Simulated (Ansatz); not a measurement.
BaHCl:
```
BaHCl
1.0
    4.40039     0.00000     0.00000
    0.00000     4.40039     0.00000
    0.00000     0.00000     7.23578
Ba H Cl
2 2 2
Direct
  0.00000   0.50000   0.79250
  0.50000   0.00000   0.20750
  0.50000   0.50000   0.00000
  0.00000   0.00000   0.00000
  0.50000   0.00000   0.65392
  0.00000   0.50000   0.34608
```

Relaxed with r²SCAN.

Question: Map the electron localisation function on the plane through (0.000, 0.500, 0.793) spanned by u = [1, 0, 0] and v = [0, 0, 1] in lattice vectors, from DFT-r²SCAN in the program Ansatz with PAW potentials.

Answer: x is the fraction of u, y of v (the angle between them is 90°; rows are the nearest grid lines); atoms in the plane: Ba at (0.00, 0.00), H at (0.50, 0.21), Cl at (0.00, 0.55).
```
|00178873000000037887100|
|13688862000000026888631|
|77888851000000015888877|
|88876410000000001467888|
|66542100000000000124566|
|00000000000000000000000|
|22211000000000000011222|
|88876531000000013567888|
|88888764200000246788888|
|77888875300000357888877|
|13688876300000367888631|
|34788875300000357888743|
|88888763100000136788888|
|88887641000000014678888|
|77764200001110000246777|
|55431000135553100013455|
|00000026999999962000000|
|00000279999999997200000|
|00000169999999996100000|
|77631127999999972113677|
|88874113899999831147888|
|77888621158985112688877|
|23688841014541014888632|
|00178873000000037887100|
```
Scale: ten equal steps from 0.000 (start of '0') to 1.00 (end of '9'), in the order '0123456789'; x runs from 0.000 to 1.00, y from 0.000 (bottom) to 1.00 (top).

The density is the valence pseudo-density with augmentation charge, so density and ELF within about 1 Å of a nucleus are not all-electron values.

Space group P4/nmm. The workflow started from a Materials Project entry (that database holds measured and hypothetical structures alike); the Crystallography Open Database files this formula in space group No. 129, but the cells were not matched. Whether it is the stable phase at ambient conditions was not checked. The cell was relaxed with r²SCAN under the symmetry of its start; whether a distortion lowers the energy is not shown. Spin–orbit coupling is left out wherever it is not named.

Potentials: the later of the program's two PAW sets.
